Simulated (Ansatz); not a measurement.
SiC (zinc blende, F-43m) under volume change, the program Ansatz at the PBEsol level (PAW), scaled uniformly.

| V (Å³/atom) | E − E(relaxed) (meV/atom) | P (GPa) |
|---|---|---|
| 9.408 | 67.6 | 25.10 |
| 9.718 | 28.5 | 15.48 |
| 10.028 | 6.8 | 7.17 |
| 10.338 | 0.0 | 0.00 |
| 10.648 | 6.1 | -6.19 |
| 10.958 | 23.4 | -11.54 |
| 11.269 | 50.4 | -16.15 |

What does a third-order Birch–Murnaghan fit give for V₀, B₀ and B′?

V₀ = 10.34 Å³/atom, B₀ = 222 GPa, B′ = 3.9.

The PBEsol relaxation kept the symmetry of its start.

Potentials: the earlier of the program's two PAW sets. The files were generated under PBE; for other functionals the program regenerates the frozen cores, and for LDA and PBEsol the local potential too.
